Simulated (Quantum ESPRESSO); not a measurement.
```
MoTe2
1.0
    3.56565     0.00000     0.00000
   -1.78282     3.08794     0.00000
    0.00000     0.00000    14.64778
Mo Te
2 4
Direct
  0.33333   0.66667   0.25000
  0.66667   0.33333   0.75000
  0.33333   0.66667   0.62782
  0.66667   0.33333   0.37218
  0.66667   0.33333   0.12782
  0.33333   0.66667   0.87218
```

The geometry is that of Materials Project entry mp-602, symmetrised and not relaxed again.

Problem. What does PBEsol (pw.x of Quantum ESPRESSO, ONCV potentials, with spin-orbit coupling) give for the electronic structure near the Fermi level?

Solution. The PBEsol gap is direct, 0.89 eV at K. Another valence extremum on the path lies within 0.02 eV, too close to call. 

The distance between layers or molecules is the database entry's, not relaxed here. Functionals without dispersion can leave it too large, which widens gaps and weakens the response across layers: the numbers belong to this cell.
